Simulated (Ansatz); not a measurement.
TaS2 (CdI2 type, P-3m1) at seven volumes, PBE+D3(BJ) in the plane-wave PAW code Ansatz, shape and atoms relaxed at each. One row is withheld.

| V (Å³/atom) | P (GPa) |
|---|---|
| 16.814 | 6.34 |
| 17.368 | ? |
| 17.923 | 1.53 |
| 18.477 | 0.00 |
| 19.031 | -1.16 |
| 19.586 | -1.96 |
| 20.140 | -2.41 |

Problem. Fit the shown pressures and predict the withheld one.

Solution. Third-order Birch–Murnaghan: P = (3/2)B₀(x^(7/2) − x^(5/2))[1 + (3/4)(B′ − 4)(x − 1)] with x = (V₀/V)^(2/3). Least squares on the six rows gives V₀ = 18.468 Å³/atom, B₀ = 43.98 GPa, B′ = 9.67. At V = 17.368, x = 1.0418 and P = 3.60 GPa. The run itself gave 3.68 GPa.

This is a known high-temperature phase of the composition, computed here at zero pressure and temperature. Symmetry was held in the PBE+D3(BJ) relaxation; its stability against distortions is not shown here. The run is not spin-polarised. Scalar-relativistic: spin–orbit coupling is off unless named, which matters more the heavier the elements.

Potentials: the later of the program's two PAW sets.
